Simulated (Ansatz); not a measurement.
Input and output of a one-shot G0W0 calculation on CdS in the wurtzite structure (the plane-wave code Ansatz, G0W0@HSE06 with 557 empty bands, a screening cutoff of 180 eV and a 6×6×2 mesh). The geometry is the r2SCAN minimum.

Input (YAML):
```yaml
crystal:
  lattice:
    - [4.1646012827, 0.0, 0.0]
    - [-2.0823006414, 3.6066505075, 0.0]
    - [0.0, 0.0, 6.76601049]
  atoms:
    - { symbol: Cd, position: [0.3333333333, 0.6666666667, -0.0009631164] }
    - { symbol: Cd, position: [0.6666666667, 0.3333333333, 0.4990368836] }
    - { symbol: S, position: [0.3333333333, 0.6666666667, 0.3759631164] }
    - { symbol: S, position: [0.6666666667, 0.3333333333, 0.8759631164] }
kpoints:
  mp_grid: { grid: [6, 6, 2] }
hamiltonian:
  xc: hse06
scf:
  occupations: { method: fixed }
gw:
  n_empty_bands: 557
  ecut_chi: 180
  qp_bands: [v2, c2]
  qp_kpoints: band_edges
  screening: { model: contour_deformation }
```

It took 2.1 min on 1 × NVIDIA H100 80GB HBM3 with 2 threads of AMD EPYC 7R13 Processor (Zen 3) (shared host); peak host memory 2.6 GiB.

What the program printed (shortened):
```
Functional definition: HSE06
Crystal: 4 atoms, lattice volume = 101.627 Å³
Basis set: ecut = 420 eV, 1985 PW (Γ)
Bands: 32, of which v1, the nominal top of the filled ones, is band 26 counted from 1 (25 counted from 0)
Symmetry: 12 space group operations
Space group: P63mc (ITA 186)
k-points: 14 of 72
[warm-up without exact exchange]
SCF iter   1: HF=-18315.643799 eV  Δρ=1.05e-3  dr2=1.26e-3
SCF iter   2: HF=-18315.644021 eV  Δρ=2.16e-4  dr2=2.68e-5
SCF 1 stopped early in 2 iterations: F = -18315.644105 eV  dr2 = 2.68e-5
[exact exchange on]
Exchange kernel: α = 0.2500, screened, ω = 0.2079 Å⁻¹, Wigner–Seitz truncation, v(0) = 1034.3777 eV·Å³, q-mesh 6×6×2
SCF 2 stopped early in 6 iterations: F = -18324.398661 eV  dr2 = 2.20e-6
hybrid outer 1: dexx = +1.637e-2 eV, tail = 4.96e-5 eV
SCF 3 converged in 3 iterations: F = -18324.398728 eV  dr2 = 3.87e-8
hybrid outer 2: dexx = +4.125e-7 eV, tail = 1.22e-7 eV, Δε = 2.71e-3 eV
hybrid SCF converged: 2 outer / 9 inner (+2 warm-up)
Free energy (F): -18324.398729 eV
Fermi energy:    5.932037 eV
--- Band table (eV; the first three rows and the last of 14) ---
  k-point 0: bands = […, 1.4200, 5.1477, 5.1477, 5.8913, 5.9320, 5.9320, 8.1237, 9.7780, 13.5592]
  k-point 1: bands = […, 3.4028, 3.4028, 5.5270, 5.5270, 5.5270, 5.5270, 9.8137, 9.8137, 13.2138]
  k-point 2: bands = […, 1.6168, 4.1662, 4.7560, 4.8220, 5.6852, 5.7358, 9.2343, 10.6685, 12.8002]
  k-point 13: bands = […, 1.7817, 1.7817, 3.4218, 3.4218, 4.7867, 4.7867, 11.4466, 11.4466, 13.0581]
--- G₀W₀: contour deformation, 7 samples at zero and on the imaginary axis and 1 off it, 72 q-points, 557 empty bands' worth ---
    ik  band        ε_KS         Σx   Σc(E_QP)       V_xc       Z   E_QP_lin       E_QP  E_QP is
     0    25      5.9320   -20.4589     1.7671   -18.2798  0.7844     5.5178     5.5201  root
     0    26      5.9320   -20.4589     1.7671   -18.2798  0.7844     5.5178     5.5201  root
     0    27      8.1237    -8.1406    -3.6010   -11.6981  0.8227     8.0802     8.0802  root
     0    28      9.7780    -7.7413    -3.8502   -11.6619  0.8202     9.8484     9.8483  root
     1    25      5.5270   -19.9778     1.8655   -17.6757  0.7823     5.0878     5.0905  root
     1    26      5.5270   -19.9778     1.8655   -17.6757  0.7823     5.0878     5.0905  root
     1    27      9.8137    -8.2005    -3.8185   -12.0539  0.8150     9.8485     9.8485  root
     1    28      9.8137    -8.2005    -3.8185   -12.0539  0.8150     9.8485     9.8485  root
     2    25      5.6852   -20.0859     1.8761   -17.7667  0.7819     5.2393     5.2421  root
     2    26      5.7358   -20.2186     1.8173   -17.9768  0.7832     5.3088     5.3113  root
     2    27      9.2343    -8.8951    -3.6177   -12.5221  0.8131     9.2436     9.2436  root
     2    28     10.6685    -8.1691    -3.9852   -12.2585  0.8117    10.7728    10.7726  root
     3    25      5.2587   -19.6351     1.9185   -17.2682  0.7806     4.8074     4.8103  root
     3    26      5.2587   -19.6351     1.9185   -17.2682  0.7806     4.8074     4.8103  root
     3    27     10.5888    -8.4178    -3.9659   -12.4366  0.8076    10.6416    10.6416  root
     3    28     10.5888    -8.4178    -3.9659   -12.4366  0.8076    10.6416    10.6416  root
     4    25      5.0996   -19.3079     1.9600   -16.8813  0.7794     4.6297     4.6330  root
     4    26      5.3426   -19.7255     1.9132   -17.3663  0.7804     4.8936     4.8966  root
     4    27     10.4249    -8.2672    -3.9506   -12.2792  0.8092    10.4862    10.4862  root
     4    28     11.0055    -7.3319    -3.8898   -11.3167  0.8177    11.1006    11.1005  root
     5    25      4.7693   -19.0268     2.0211   -16.5384  0.7768     4.2986     4.3020  root
     5    26      4.7693   -19.0268     2.0211   -16.5384  0.7768     4.2986     4.3020  root
     5    27     10.6905    -7.2449    -3.8541   -11.1423  0.8168    10.7339    10.7339  root
     5    28     10.6905    -7.2449    -3.8541   -11.1423  0.8168    10.7339    10.7339  root
     6    25      4.6136   -18.7539     2.0500   -16.2199  0.7770     4.1258     4.1297  root
     6    26      5.1505   -19.4714     1.9551   -17.0616  0.7789     4.6927     4.6958  root
     6    27     10.7402    -8.0521    -4.0178   -12.1640  0.8105    10.8345    10.8344  root
     6    28     10.8533    -7.1387    -3.7775   -10.9912  0.8209    10.9283    10.9283  root
     7    25      4.5727   -18.8807     2.0801   -16.3246  0.7745     4.0930     4.0967  root
     7    26      4.5727   -18.8807     2.0801   -16.3246  0.7745     4.0930     4.0967  root
     7    27     10.4438    -7.0608    -3.7712   -10.8723  0.8208    10.4842    10.4842  root
     7    28     10.4438    -7.0608    -3.7712   -10.8723  0.8208    10.4842    10.4842  root
    13    25      4.7867   -18.9763     2.0416   -16.4625  0.7755     4.3109     4.3144  root
    13    26      4.7867   -18.9763     2.0416   -16.4625  0.7755     4.3109     4.3144  root
    13    27     11.4466    -7.7167    -4.0998   -11.9394  0.8108    11.5697    11.5695  root
    13    28     11.4466    -7.7167    -4.0998   -11.9394  0.8108    11.5697    11.5695  root
```

The rows of the band table are 0: (0, 0, 0) = Γ, 1: (0, 0, -1/2), 2: (0, 1/6, 0), 13: (1/3, 1/3, -1/2).

The points are ik 0 = (0, 0, 0) (Γ), ik 1 = (0, 0, -1/2), ik 2 = (0, 1/6, 0), ik 3 = (0, 1/6, -1/2), ik 4 = (0, 1/3, 0), ik 5 = (0, 1/3, -1/2), ik 6 = (0, -1/2, 0), ik 7 = (0, -1/2, -1/2), ik 13 = (1/3, 1/3, -1/2); band 26 is the last filled one.

G0W0 moves the gap on the mesh from 2.19 eV (HSE06) to 2.56 eV (direct at Γ). Renormalisation factors Z lie between 0.77 and 0.82. The G0W0 figures hold for the stated bands, cutoff and mesh and aren't extrapolated.

Calculated for a static, non-magnetic cell.

The runs are scalar-relativistic, without spin-orbit coupling.

With a shallow d shell on the cation, G0W0 converges slowly in bands and cutoff, so these values are in doubt.
